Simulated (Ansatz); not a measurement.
## What a change of settings does: Ni (fcc type)

First run: DFT, PBEsol, PAW with Ansatz's default frozen-core files, scalar-relativistic (Ansatz 0.2.0).

Command: `ansatz run input.yaml --threads 3 --pin off --max-ram 9216MiB --backend cpu --events-out ev --progress --plain --runs-dir out`

```yaml
crystal:
  lattice:
    - [0.0, 1.761958907, 1.761958907]
    - [1.761958907, 0.0, 1.761958907]
    - [1.761958907, 1.761958907, 0.0]
  atoms:
    - { symbol: Ni, position: [0.0, 0.0, 0.0], spin: 1.0 }
magnetization:
  spin_polarized: true
kpoints:
  mp_grid: { grid: [21, 21, 21] }
scf:
  occupations: { method: fermi_dirac, width: 0.05 }
hamiltonian:
  xc: pbesol
  pseudopotentials: { kind: paw }
output:
  forces: true
  stress: true
relax:
  f_tol: 0.005
  max_steps: 40
  cell: {}
```

The start is a guessed cell.

This run: bulk cell relaxed.

It converges in 45 SCF iterations over all geometries at a pressure of 0.02 GPa, cell moment 0.60 μB, ending at 10.38 Å³/atom, cutoff 420 eV.

The input is then changed:

```diff
   occupations: { method: fermi_dirac, width: 0.05 }
+  convergence: { dr2_threshold: 1.0e-09 }
 hamiltonian:
   xc: pbesol
-  pseudopotentials: { kind: paw }
+  pseudopotentials: { kind: paw, source: ansatz }
 output:
```

Task: What does the second run give?

Result: It converges in 38 SCF iterations over all geometries at a pressure of -0.01 GPa, cell moment 0.60 μB, ending at 10.38 Å³/atom, cutoff 920 eV. More than one line changes, and not each need have an effect.
